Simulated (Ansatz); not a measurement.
Li$_{3}$BrO:
```xyz
5
Lattice="3.9365 0.0000 0.0000 0.0000 3.9365 0.0000 0.0000 0.0000 3.9365" Properties=species:S:1:pos:R:3 pbc="T T T"
Li     1.9682     0.0000     0.0000
Li     0.0000     1.9682     0.0000
Li     0.0000     0.0000     1.9682
Br     1.9682     1.9682     1.9682
O      0.0000     0.0000     0.0000
```

This is the PBEsol-relaxed structure.

### Question
All from PBEsol in the plane-wave PAW code Ansatz, unless another level is named. Give the Young's modulus.

### Answer
93.4 GPa.

### Question
Predict the elastic constants (relaxed ions, GPa).

### Answer
C11 = 90.8, C12 = 33.3, C44 = 47.4.

Space group Pm-3m (anti-perovskite). The first step of the workflow began from a Materials Project structure, measured or hypothetical; the Crystallography Open Database files this formula in space group No. 221, but the cells were not matched. Whether it is the stable phase at ambient conditions was not checked. Symmetry was held in the PBEsol relaxation; whether a distortion lowers the energy is not shown.

Potentials: the later of the program's two PAW sets.
